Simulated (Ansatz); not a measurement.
Data:

InSb:
```xyz
4
Lattice="5.8595 0.0000 0.0000 0.0000 5.9154 0.0000 0.0000 0.0000 3.2077" Properties=species:S:1:pos:R:3 pbc="T T T"
In     0.0000     0.0000     0.0915
In     2.9297     2.9577     3.1162
Sb     0.0000     2.9577     0.7410
Sb     2.9297     0.0000     2.4667
```

This is the r²SCAN-relaxed structure.

Task: All from plane-wave PAW r²SCAN (Ansatz code), unless another level is named. Give the electronic character.

Result: metallic (no gap).

Task: Give the formation energy from the elements (no fitted shifts).

Result: -0.025 eV/atom.

Task: Predict the density of states at the Fermi level.

Result: 0.40 states/eV per atom (mean over ±0.08 eV).

Space group Pmmn. The workflow started from a Materials Project entry (that database holds measured and hypothetical structures alike); the Crystallography Open Database copy checked does not list it. It is not the phase usual at ambient conditions (space group No. 216). Symmetry was held in the r²SCAN relaxation; whether a distortion lowers the energy is not shown. The references are the lowest solids computed at this level, not always the standard phases. Scalar-relativistic: spin–orbit coupling is off unless named, which matters more the heavier the elements.

Potentials: the later of the program's two PAW sets.
